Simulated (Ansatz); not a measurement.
The start is a generated cell, ZrO2 built in the polar-ZrO2 structure type. A full variable-cell relaxation at zero pressure is run with PBE (plane waves to 420 eV, PAW, scalar-relativistic; Ansatz, a first-principles code). First-step values are on the input's coarse k-mesh.

Ansatz input (later rounds restart from its end on a renewed k-mesh):
Ansatz 0.2 input:
```yaml
crystal:
  lattice:
    - [5.26, 0, 0]
    - [0, 5.068, 0]
    - [0, 0, 5.077]
  atoms:
    - { symbol: Zr, position: [0.03, 0.267, 0.25] }
    - { symbol: Zr, position: [0.97, 0.733, 0.75] }
    - { symbol: Zr, position: [0.53, 0.733, 0.25] }
    - { symbol: Zr, position: [0.47, 0.267, 0.75] }
    - { symbol: O, position: [0.361, 0.068, 0.106] }
    - { symbol: O, position: [0.639, 0.932, 0.606] }
    - { symbol: O, position: [0.861, 0.932, 0.106] }
    - { symbol: O, position: [0.139, 0.068, 0.606] }
    - { symbol: O, position: [0.229, 0.537, 0] }
    - { symbol: O, position: [0.771, 0.463, 0.5] }
    - { symbol: O, position: [0.729, 0.463, 0] }
    - { symbol: O, position: [0.271, 0.537, 0.5] }
basis: { ecutwfc: 420, ecutrho_ratio: 4, xc_grid: 2, fft_grid_basis: typed }
kpoints: { mp_grid: { grid: [4, 4, 4] } }
hamiltonian:
  xc: pbe
  dispersion: none
  pseudopotentials: { kind: paw }
scf: { occupations: { method: fermi_dirac, width: 0.05 } }
relax: { f_tol: 0.01, max_steps: 100, cell: { stress_tol: 0.02 } }
output: { forces: true, stress: true }
```

Problem. How large is the pressure on the unrelaxed cell, and of which sign?

Solution. +6.2 GPa (positive: the cell is compressed).

Problem. Which atoms feel the largest initial force, and how large is it?

Solution. 0.24 eV/Å, on Zr1, Zr2, Zr3, Zr4, O5, O6, O7, O8 (atoms numbered as listed).

Problem. How do the shortest distances between atoms change?

Solution. The closest pairs of elements (up to four, under 3.6 Å), start → end: O–Zr 2.05 → 2.04 Å; O–O 2.53 → 2.56 Å; Zr–Zr 3.44 → 3.47 Å.

Problem. Give the final cell and atomic positions.

Solution. 
```cif
data_O8Zr4
_chemical_formula_sum 'Zr4 O8'
_space_group_name_H-M_alt 'Pca21'
_space_group_IT_number 29
_space_group_name_Hall 'P 2c -2ac'
_cell_length_a 5.32380
_cell_length_b 5.09793
_cell_length_c 5.12782
_cell_angle_alpha 90.000
_cell_angle_beta 90.000
_cell_angle_gamma 90.000
loop_
_atom_site_label
_atom_site_type_symbol
_atom_site_symmetry_multiplicity
_atom_site_Wyckoff_symbol
_atom_site_fract_x
_atom_site_fract_y
_atom_site_fract_z
_atom_site_occupancy
Zr1 Zr 4 a 0.03063 0.26577 0.24987 1
O1 O 4 a 0.36452 0.06509 0.10467 1
O2 O 4 a 0.22604 0.53464 0.00145 1
```

The space group stays Pca2₁ (No. 29) (the run could not lower it), with 12 atoms in the primitive cell. Final values are on a 5×5×5 k-mesh of the relaxed cell. No spin polarisation in the result.

The run could not lose the symmetry of its start; a randomly shaken copy of 12 atoms returns to this structure.

The first start was generated by placing the elements on the sites of a structure type. A measured structure of ZrO2 has the same space group, Pca2₁ (No. 29); the sites were not compared with it. Another known form has space group No. 14.
